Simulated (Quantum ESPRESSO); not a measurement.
# Band energies of AgBr

```
CELL_PARAMETERS angstrom
      0.00000     2.79228     2.79228
      2.79228     0.00000     2.79228
      2.79228     2.79228     0.00000
ATOMIC_POSITIONS crystal
  Br 0.50000 0.50000 0.50000
  Ag 0.00000 0.00000 0.00000
```

LDA (pw.x of Quantum ESPRESSO, ONCV potentials, without SOC); path ΓXWKΓLUWLK,UX; energies in eV from the valence-band maximum.

| k (1/Å) | point | band 9 | band 10 | band 11 | band 12 | band 13 | band 14 | band 15 | band 16 |
|---|---|---|---|---|---|---|---|---|---|
| 0.00 | Γ | -3.24 | -3.24 | -2.24 | -2.24 | -2.24 | 0.38 | 9.84 | 9.84 |
| 0.23 |  | -3.28 | -3.23 | -2.16 | -2.16 | -2.06 | 1.32 | 8.87 | 9.39 |
| 0.56 |  | -3.43 | -3.15 | -2.14 | -2.14 | -1.93 | 3.24 | 6.48 | 7.56 |
| 0.90 |  | -3.42 | -3.06 | -2.53 | -2.53 | -2.27 | 1.59 | 6.92 | 8.49 |
| 1.13 | X | -3.30 | -3.04 | -2.73 | -2.73 | -2.57 | 1.16 | 6.80 | 9.19 |
| 1.24 |  | -3.16 | -2.81 | -2.73 | -2.72 | -2.47 | 1.33 | 6.81 | 9.09 |
| 1.58 |  | -2.73 | -2.69 | -2.69 | -2.63 | -1.90 | 3.32 | 7.21 | 7.46 |
| 1.69 | W | -2.73 | -2.69 | -2.64 | -2.64 | -1.86 | 3.73 | 6.94 | 7.53 |
| 1.95 |  | -3.00 | -2.78 | -2.55 | -2.37 | -1.57 | 2.93 | 6.71 | 8.10 |
| 2.09 | K | -3.06 | -2.79 | -2.54 | -2.33 | -1.44 | 2.68 | 6.67 | 8.20 |
| 2.18 |  | -2.97 | -2.83 | -2.45 | -2.32 | -1.00 | 3.24 | 6.40 | 7.85 |
| 2.48 |  | -2.96 | -2.87 | -2.33 | -2.16 | -0.12 | 4.76 | 5.16 | 7.16 |
| 2.78 |  | -3.12 | -3.01 | -2.43 | -2.05 | -0.53 | 3.10 | 7.03 | 7.43 |
| 3.08 |  | -3.22 | -3.20 | -2.42 | -2.17 | -1.72 | 1.09 | 8.80 | 9.29 |
| 3.28 | Γ | -3.24 | -3.24 | -2.24 | -2.24 | -2.24 | 0.38 | 9.84 | 9.84 |
| 3.39 |  | -3.24 | -3.24 | -2.39 | -2.10 | -2.10 | 0.62 | 9.33 | 9.80 |
| 3.71 |  | -3.09 | -3.09 | -2.70 | -1.08 | -1.08 | 2.47 | 7.22 | 8.37 |
| 3.93 |  | -2.96 | -2.96 | -2.59 | -0.44 | -0.44 | 3.25 | 6.66 | 7.20 |
| 4.25 | L | -2.86 | -2.86 | -2.47 | 0.00 | 0.00 | 3.26 | 6.43 | 6.43 |
| 4.55 |  | -2.91 | -2.85 | -2.51 | -0.97 | -0.39 | 4.12 | 5.07 | 7.17 |
| 4.84 |  | -3.01 | -2.81 | -2.53 | -2.19 | -1.17 | 3.04 | 6.45 | 7.99 |
| 4.94 | U | -3.06 | -2.79 | -2.54 | -2.33 | -1.44 | 2.68 | 6.67 | 8.20 |
| 5.14 |  | -2.93 | -2.77 | -2.57 | -2.42 | -1.68 | 3.19 | 6.76 | 7.98 |
| 5.34 | W | -2.73 | -2.69 | -2.64 | -2.64 | -1.86 | 3.73 | 6.94 | 7.53 |
| 5.44 |  | -2.81 | -2.77 | -2.61 | -2.45 | -1.75 | 3.77 | 6.61 | 7.56 |
| 5.64 |  | -2.92 | -2.84 | -2.55 | -1.82 | -1.12 | 4.09 | 5.50 | 7.77 |
| 5.94 |  | -2.88 | -2.86 | -2.49 | -0.51 | -0.20 | 3.84 | 5.36 | 6.78 |
| 6.14 | L | -2.86 | -2.86 | -2.47 | 0.00 | 0.00 | 3.26 | 6.43 | 6.43 |
| 6.22 |  | -2.86 | -2.86 | -2.48 | -0.11 | -0.04 | 3.39 | 6.04 | 6.49 |
| 6.48 |  | -2.92 | -2.85 | -2.52 | -1.20 | -0.50 | 4.06 | 5.18 | 7.40 |
| 6.74 |  | -3.02 | -2.81 | -2.53 | -2.22 | -1.20 | 2.99 | 6.49 | 8.01 |
| 6.82 | K | -3.06 | -2.79 | -2.54 | -2.33 | -1.44 | 2.68 | 6.67 | 8.20 |
| 6.82 | U | -3.06 | -2.79 | -2.54 | -2.33 | -1.44 | 2.68 | 6.67 | 8.20 |
| 6.92 |  | -3.14 | -2.77 | -2.62 | -2.37 | -1.89 | 2.12 | 6.79 | 8.56 |
| 7.22 | X | -3.30 | -3.04 | -2.73 | -2.73 | -2.57 | 1.16 | 6.80 | 9.19 |

The LDA gap is indirect, 0.38 eV, from L to Γ; the smallest direct gap is 2.62 eV.

Spin-orbit splittings are left out.

Geometry relaxed with LDA.
